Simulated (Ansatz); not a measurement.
# Bands of PbF2

```yaml
crystal:
  lattice:
    - [0.00000, 2.96985, 2.96985]
    - [2.96985, 0.00000, 2.96985]
    - [2.96985, 2.96985, 0.00000]
  atoms:
    - { symbol: Pb, position: [0.00000, 0.00000, 0.00000] }
    - { symbol: F, position: [0.25000, 0.25000, 0.25000] }
    - { symbol: F, position: [0.75000, 0.75000, 0.75000] }
```

Atom numbers follow the list: Pb1, F2, F3.

Conventional cell: a = 5.940 Å, b = 5.940 Å, c = 5.940 Å, α = 90.00°, β = 90.00°, γ = 90.00°. Around Pb (atom 1) lie 8 F at 2.57 Å. Around F (atom 2) lie 4 Pb at 2.57 Å.

The geometry is COD entry 9014557, unchecked; take it as a test cell.

Spin–orbit coupling is left out, though it moves levels of the heavy atoms by tenths of an eV or more.

Theory: DFT, LDA, all-electron LAPW, scalar-relativistic in Ansatz 0.2.0.

Numerical set-up: a Γ-centred 7×7×7 k mesh, Fermi–Dirac smearing of 0.03 eV, basis error target 0.5 meV/atom, no spin polarisation.

Points in fractions of the reciprocal vectors of this cell: Γ (0, 0, 0), X (0.5, 0, 0.5), U (0.625, 0.25, 0.625), K (0.375, 0.375, 0.75), L (0.5, 0.5, 0.5), W (0.5, 0.25, 0.75). The path runs Γ–X–U–K–Γ–L–W–X. Energies are in eV from the top of the valence band; (×n) counts levels within 4 meV of each other, which need not be degenerate by symmetry.

Q: List the levels at K between -20 and 10 eV.

A: -14.22, -14.18, -14.18, -14.13, -14.06, -6.40, -3.48, -3.31, -2.03, -1.66, -1.51, -0.03, 5.16, 6.50, 7.73, 9.50.

Q: List the levels at Γ between -20 and 10 eV.

A: -19.99, -14.26 (×3), -14.19 (×2), -4.71, -2.43 (×3), -1.93 (×3), 6.59 (×3).

Q: List the levels at X between -20 and 10 eV.

A: -14.23, -14.17 (×2), -14.16, -14.02, -6.48, -3.54 (×2), -1.50 (×3), -0.16, 4.25, 7.74 (×2), 8.60.

Q: What is the band gap?

A: 4.25 eV, indirect from W (0.5, 0.25, 0.75) to X (0.5, 0, 0.5).

Kohn–Sham gaps of semilocal functionals usually fall short of measured ones.
